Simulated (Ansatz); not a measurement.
WB$_{2}$: zone-centre modes under pressure

WB$_{2}$, P6/mmm, a = 2.987 Å, c = 3.310 Å. The structure is a COD entry; whether it is the stable form wasn't checked. Ansatz: LDA, PAW, 420 eV, Γ-centred 18×18×12 mesh on 3 atoms, Fermi-Dirac smearing 0.15 eV; no spin polarisation. Cell and atoms are relaxed at each pressure with the symmetry kept; optical modes at Γ by linear response, in cm⁻¹, matched by rank (the highest 3 distinct ones).

```
P (GPa) V (Å³/atom)     ω1     ω2     ω3
      0        8.525  441.4  522.3  874.6
      3        8.454  451.1  529.1  884.4
     10        8.297      ?      ?      ?
```

Problem. Get each mode's Grüneisen parameter γ = −d ln ω/d ln V from the other rows and predict the missing frequencies.

Solution. ln(V/V0) = 0.0000, -0.0084, -0.0271; a line through ln(ω/ω0) of the 2 known rows gives ω1: γ = 2.588, predicted 473.5, computed 472.6; ω2: γ = 1.540, predicted 544.6, computed 544.5; ω3: γ = 1.327, predicted 906.6, computed 906.2. The worst miss is 0.2 %, or 3 % of the shift under pressure, so a constant γ serves at that level. In a metal these frequencies hang on the mesh and smearing.

Spin–orbit coupling is left out, which can shift energies with elements as heavy as these.